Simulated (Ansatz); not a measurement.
Ansatz (a program for electronic structure) input:

Ansatz 0.2 input:
```yaml
crystal:
  lattice:
    - [3.5915163367, 0.0, 0.0]
    - [-1.7957581683, 3.1103443857, 0.0]
    - [0.0, 0.0, 5.8797952946]
  atoms:
    - { symbol: Sn, position: [0.3333333333, 0.6666666667, 0.0003064476] }
    - { symbol: C, position: [0.6666666667, 0.3333333333, 0.1246935524] }
    - { symbol: Sn, position: [0.6666666667, 0.3333333333, 0.5003064476] }
    - { symbol: C, position: [0.3333333333, 0.6666666667, 0.6246935524] }
kpoints:
  mp_grid: { grid: [7, 7, 4] }
  band_path:
    path:
      - [[0.0, 0.0, 0.0], [0.5, 0.0, 0.0], [0.3333333333, 0.3333333333, 0.0], [0.0, 0.0, 0.0], [0.0, 0.0, 0.5], [0.5, 0.0, 0.5], [0.3333333333, 0.3333333333, 0.5], [0.0, 0.0, 0.5]]  # Γ-M-K-Γ-A-L-H-A
      - [[0.5, 0.0, 0.5], [0.5, 0.0, 0.0]]  # L-M
      - [[0.3333333333, 0.3333333333, 0.5], [0.3333333333, 0.3333333333, 0.0]]  # H-K
      - [VBM, CBM]
    npoints: 8
basis: { xc_grid: 2 }
hamiltonian:
  xc: pbe
  pseudopotentials: { azcp: { folder: ./paw }, kind: paw_fr }
magnetization: { noncollinear: true, spin_orbit: true }
scf:
  n_extra_bands: 12
  convergence: { dr2_threshold: 0.0000000001 }
  occupations: { method: gaussian, width: 0.01 }
checkpoint: { write: soc.run }
output: { eigenvalues: true }
```

Output (shortened):

```
Pseudopotential: Sn, paw, valence charge 14
Pseudopotential: C, paw, valence charge 4
Functional definition: PBE
non-collinear run that drives no moment, with spin-orbit …
Crystal: 4 atoms, lattice volume = 65.682 Å³
Basis set: ecut = 420 eV, 1291 PW (Γ), exchange–correlation on 50×50×80 points (8 copies of the dense FFT grid, shifted against one another)
Bands: 48, of which v1, the nominal top of the filled ones, is band 36 counted from 1 (35 counted from 0)
Symmetry: 12 space group operations + 12 with time reversal
k-points: 24 of 196 (time reversal used)
Projection manifold: j_resolved (fully-relativistic pseudo-atomic orbitals)
SCF iter   1: F=—  HF=-12553.779871 eV  |F-HF|=—  |Δ(HF+E_count)|=         —  Δρ=9.09e-2  dr2=8.65e0  dr2_m=0.00e0 (ungated)  ethr=3.10e-3  |M|=0.00e0 ∫|m|=0.00e0 μB  |m|>n=0.0e0 m-floor=0.0e0 τ_xc=0.0e0  β_m=0.30  ⟨swp⟩=6.8  Hψ=5669  notcnv=0  defer=1
preconditioner: auto → Resta (q_TF=auto, 2.468 Å⁻¹)
spin=Noncollinear: Resta preconditioning applied to the charge; magnetization (m_x, m_y, m_z) channels mix plain (no charge-response kernel on spin).
SCF iter   2: F=—  HF=-12551.933695 eV  |F-HF|=—  |Δ(HF+E_count)|=    1.85e0  Δρ=4.42e-2  dr2=1.99e0  dr2_m=0.00e0 (ungated)  ethr=3.10e-3  |M|=0.00e0 ∫|m|=0.00e0 μB  |m|>n=0.0e0 m-floor=0.0e0 τ_xc=0.0e0  β_m=0.43  ⟨swp⟩=2.8  Hψ=1913  notcnv=0  defer=146
SCF iter   3: F=—  HF=-12551.469430 eV  |F-HF|=—  |Δ(HF+E_count)|=   4.64e-1  Δρ=1.66e-2  dr2=1.34e-1  dr2_m=0.00e0 (ungated)  ethr=3.10e-3  |M|=0.00e0 ∫|m|=0.00e0 μB  |m|>n=0.0e0 m-floor=0.0e0 τ_xc=0.0e0  β_m=0.71  ⟨swp⟩=2.2  Hψ=1494  notcnv=0  defer=146
SCF iter   4: F=—  HF=-12551.465993 eV  |F-HF|=—  |Δ(HF+E_count)|=   3.44e-3  Δρ=2.27e-3  dr2=3.26e-3  dr2_m=0.00e0 (ungated)  ethr=3.74e-4  |M|=0.00e0 ∫|m|=0.00e0 μB  |m|>n=0.0e0 m-floor=0.0e0 τ_xc=0.0e0  β_m=0.86  ⟨swp⟩=2.2  Hψ=1510  notcnv=0  defer=150
SCF iter   5: F=—  HF=-12551.467715 eV  |F-HF|=—  |Δ(HF+E_count)|=   1.72e-3  Δρ=5.73e-4  dr2=2.17e-4  dr2_m=0.00e0 (ungated)  ethr=9.06e-6  |M|=0.00e0 ∫|m|=0.00e0 μB  |m|>n=0.0e0 m-floor=0.0e0 τ_xc=0.0e0  β_m=0.93  ⟨swp⟩=2.7  Hψ=1753  notcnv=0  defer=150
SCF iter   6: F=—  HF=-12551.467944 eV  |F-HF|=—  |Δ(HF+E_count)|=   2.29e-4  Δρ=2.07e-4  dr2=2.09e-5  dr2_m=0.00e0 (ungated)  ethr=6.02e-7  |M|=0.00e0 ∫|m|=0.00e0 μB  |m|>n=0.0e0 m-floor=0.0e0 τ_xc=0.0e0  β_m=0.85  ⟨swp⟩=2.0  Hψ=2000  notcnv=0  defer=150
SCF iter   7: F=—  HF=-12551.467952 eV  |F-HF|=—  |Δ(HF+E_count)|=   8.43e-6  Δρ=3.27e-5  dr2=5.97e-7  dr2_m=0.00e0 (ungated)  ethr=5.81e-8  |M|=0.00e0 ∫|m|=0.00e0 μB  |m|>n=0.0e0 m-floor=0.0e0 τ_xc=0.0e0  β_m=0.93  ⟨swp⟩=2.0  Hψ=1859  notcnv=0  defer=150
SCF iter   8: F=—  HF=-12551.467954 eV  |F-HF|=—  |Δ(HF+E_count)|=   1.45e-6  Δρ=7.64e-6  dr2=4.65e-8  dr2_m=0.00e0 (ungated)  ethr=1.66e-9  |M|=0.00e0 ∫|m|=0.00e0 μB  |m|>n=0.0e0 m-floor=0.0e0 τ_xc=0.0e0  β_m=0.96  ⟨swp⟩=2.0  Hψ=1406  notcnv=0  defer=150
SCF iter  10: F=-12551.467954 eV  HF=-12551.467954 eV  |F-HF|=9.09e-12  |Δ(HF+E_count)|=   1.00e-9  Δρ=1.51e-7  dr2=1.18e-11  dr2_m=0.00e0 (ungated)  ethr=1.00e-12  |M|=0.00e0 ∫|m|=0.00e0 μB  |m|>n=0.0e0 m-floor=0.0e0 τ_xc=0.0e0  ⟨swp⟩=10.9  Hψ=4685  notcnv=0
SCF 1 converged in 10 iterations: F = -12551.467954 eV  dr2 = 1.18e-11
NSCF: frozen V_eff on 28 k-points
NSCF: frozen V_eff on 28 k-points
NSCF: frozen V_eff on 25 k-points
NSCF: frozen V_eff on 3 k-points
NSCF: frozen V_eff on 3 k-points
NSCF: frozen V_eff on 3 k-points
NSCF: frozen V_eff on 3 k-points
NSCF: frozen V_eff on 3 k-points
NSCF: frozen V_eff on 3 k-points
NSCF: frozen V_eff on 84 k-points
SCF converged after 10 iterations
Magnetization: |M| = 0.0000 μB,  M = (+0.0000, +0.0000, +0.0000) μB
Absolute magnetization: 0.0000 μB (∫|m|)
  site 0: m = (+0.0000, +0.0000, +0.0000) μB, |m| = 0.0000 μB  (R = 0.91 Å)
  site 1: m = (+0.0000, +0.0000, +0.0000) μB, |m| = 0.0000 μB  (R = 0.91 Å)
  site 2: m = (+0.0000, +0.0000, +0.0000) μB, |m| = 0.0000 μB  (R = 0.91 Å)
  site 3: m = (+0.0000, +0.0000, +0.0000) μB, |m| = 0.0000 μB  (R = 0.91 Å)
Free energy (F): -12551.467954 eV
Harris-Foulkes:  -12551.467954 eV  (|F-HF|=9.09e-12)
Internal energy: -12551.467954 eV  (E = F + TS)
E sigma→0 (E₀):  -12551.467954 eV
Fermi energy:    11.127796 eV
--- Per-component energies (eV) ---
  E_band       = -122.173296
  E_kinetic    = 505.465637
  E_local      = -2174.336050  (includes V_loc(G=0)·N_el)
  E_nonlocal   = 338.255741
  E_hartree    = 1075.392400
  E_xc         = -343.621899
  E_vxc        = -274.073202  (∫ρ·V_xc dr)
  E_paw        = -8947.442297  (= ΣΔE_a)
  E_vpaw       = -668.270881  (= ΣTr[D̂ρ^β])
  E_aug_tail   = 0.000610  (compensation charges beyond the density's cutoff)
  E_ewald      = -3005.182096
  E_smearing   =  0.000000  (= −TS)
  E_closure    = 0.000000  (closes the sum)
  Σ components = -12551.467954   (vs F -12551.467954, Δ=0.00e0)
  [band-id]    e_kinetic+e_local+e_nonlocal+2·e_hartree+e_vxc+e_vpaw+e_augmentation_tail = -122.173346   (vs E_band -122.173296, Δ=-4.97e-5)
--- Band table (eV; the first three rows and the last of 24) ---
  k-point 0: bands = ["-10.9504", "-10.9504", "-10.9474", "-10.9474", "-10.9368", "-10.9368", "-10.9236", "-10.9236", "-9.9640", "-9.9640", "-9.9464", "-9.9464", "-9.9076", "-9.9076", "-9.9064", "-9.9064", "-9.8922", "-9.8922", "-9.8296", "-9.8296", …
  k-point 1: bands = ["-10.9486", "-10.9486", "-10.9435", "-10.9435", "-10.9390", "-10.9390", "-10.9267", "-10.9267", "-9.9644", "-9.9644", "-9.9531", "-9.9531", "-9.9040", "-9.9040", "-9.9021", "-9.9021", "-9.8829", "-9.8829", "-9.8387", "-9.8387", …
  k-point 2: bands = ["-10.9440", "-10.9440", "-10.9440", "-10.9440", "-10.9347", "-10.9347", "-10.9347", "-10.9347", "-9.9618", "-9.9618", "-9.9618", "-9.9618", "-9.8996", "-9.8996", "-9.8996", "-9.8996", "-9.8606", "-9.8606", "-9.8606", "-9.8606", …
  k-point 23: bands = ["-10.9570", "-10.9570", "-10.9319", "-10.9319", "-10.9184", "-10.9184", "-10.8869", "-10.8869", "-9.9597", "-9.9597", "-9.9405", "-9.9405", "-9.8900", "-9.8900", "-9.8706", "-9.8706", "-9.8543", "-9.8543", "-9.8329", "-9.8329", …
```

Cost: roughly 70 core-seconds on shared cores.

Space group P6_3mc (wurtzite). The start of the workflow was typed in or built on a structure type; neither database checked (COD, Materials Project) lists it. Whether it is the stable phase at ambient conditions was not checked. The PBE relaxation kept the symmetry of its start; its stability against distortions is not shown here. Its formation energy is positive at this level, so the cell may be metastable or incomplete.

Potentials: the earlier of the program's two PAW sets.

Ansatz is a plane-wave DFT program.
